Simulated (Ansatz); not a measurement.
SbRuSe:
```xyz
12
Lattice="6.3919 0.0000 0.0000 0.0000 6.3321 0.0000 -2.5021 0.0000 5.9220" Properties=species:S:1:pos:R:3 pbc="T T T"
Sb    -0.0154     2.3150     2.2314
Sb     3.9053     4.0171     3.6906
Sb     5.1563     5.4810     0.7296
Sb    -1.2665     0.8511     5.1924
Ru     1.0869     6.2990     1.7743
Ru     2.8030     0.0331     4.1477
Ru     4.0540     3.1330     1.1867
Ru    -0.1642     3.1991     4.7353
Se     1.7799     4.0106     1.0717
Se     2.1099     2.3215     4.8504
Se     3.3610     0.8445     1.8894
Se     0.5288     5.4876     4.0327
```

Relaxed with r²SCAN. Special points in fractions of this cell's reciprocal vectors: Γ (0.000, 0.000, 0.000); Z (0.000, 0.500, 0.000); D (0.000, 0.500, 0.500); B (0.000, 0.000, 0.500); A (-0.500, 0.000, 0.500); E (-0.500, 0.500, 0.500); C2 (-0.500, 0.500, 0.000); Y2 (-0.500, 0.000, 0.000).

Problem. List the band energies nearest the valence-band maximum at these points for r²SCAN in the plane-wave PAW code Ansatz.

Solution. In eV from the valence-band maximum; about four levels below and three above (degenerate sets whole), none deeper than 8.9 eV; points with the same levels are listed once.

```csv
k,below,above
Γ,-0.82 -0.65 -0.44 -0.44,0.94 1.55 1.90
Z,-0.57 -0.57 -0.22 -0.22,1.28 1.28 1.84 1.84
D,-0.95 -0.95 -0.08 -0.08,1.29 1.29 1.72 1.72
B,-1.02 -1.02 -0.33 -0.33,1.20 1.20 1.80 1.80
A,-0.67 -0.67 -0.35 -0.35,1.89 1.89 2.32 2.32
E,-0.45 -0.45 -0.17 -0.17,1.04 1.04 1.79 1.79
C2,-0.77 -0.77 -0.30 -0.30,1.32 1.32 1.48 1.48
Y2,-0.99 -0.99 -0.81 -0.11 -0.09,1.13 1.62 1.66
```

Space group P2_1/c. The first step of the workflow began from a Materials Project structure, measured or hypothetical; the Crystallography Open Database copy checked does not list it. Its standing as an ambient phase is unchecked. The r²SCAN relaxation kept the symmetry of its start; whether a distortion lowers the energy is not shown. The run is not spin-polarised. Spin–orbit coupling is left out wherever it is not named.

Potentials: the later of the program's two PAW sets.
